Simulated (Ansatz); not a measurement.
La₂O₃ (A-La2O3 type, space group P-3m1)

```
CELL_PARAMETERS angstrom
      3.94042     0.00000     0.00000
     -1.97021     3.41251     0.00000
      0.00000     0.00000     6.18831
ATOMIC_POSITIONS crystal
  La 0.33333 0.66667 0.24738
  La 0.66667 0.33333 0.75262
  O  0.00000 0.00000 0.00000
  O  0.33333 0.66667 0.64529
  O  0.66667 0.33333 0.35471
```

Equation-of-state scan: isotropic scaling of the cell above, V₀ being its volume. The atoms relax within the cell's symmetry.

Calculation: PBE (plane waves to 420 eV, PAW, scalar-relativistic; Ansatz, an electronic-structure program). k mesh 10×10×6 (Γ-centred), Fermi-Dirac smearing 0.05 eV. The energy includes the smearing's −TS. Compression counts positive. With the shape held, the modulus is that of even scaling; a crystal free to change shape is softer. La2O3 is run without spin polarisation. La2O3 was relaxed with its symmetry unable to fall. The PAW data are Ansatz's earlier set. ΔE is measured from the relaxed starting cell.

| V (Å³/atom) | ΔE (meV/atom) | P (GPa) |
|---|---|---|
| 15.644 | 24.8 | 8.42 |
| 15.894 | 13.6 | 6.05 |
| 16.143 | 5.9 | 3.87 |
| 16.393 | 1.4 | 1.86 |
| 16.642 | 0.0 | 0.01 |
| 16.892 | 1.3 | -1.71 |
| 17.142 | 5.2 | -3.28 |
| 17.391 | 11.5 | -4.72 |
| 17.641 | 19.9 | -6.06 |

Read from the data:

The pressure at the smallest volume comes out as 8.42 GPa. The energy cost of the largest compression is 24.8 meV/atom. The energy cost of the largest expansion is 19.9 meV/atom, the bulk modulus at fixed cell shape B₀ (third-order Birch-Murnaghan fit) comes out as 118 GPa and the pressure derivative B₀′ (fit) is 4.4. The equilibrium volume of the fit is 16.64 Å³/atom and the pressure for 5 % compression (fit) is 6.8 GPa.

The 9 points together took around 8 core-minutes (rough).

(Under strain, the slope of the energy per volume gives the stress and its curvature an elastic modulus.)
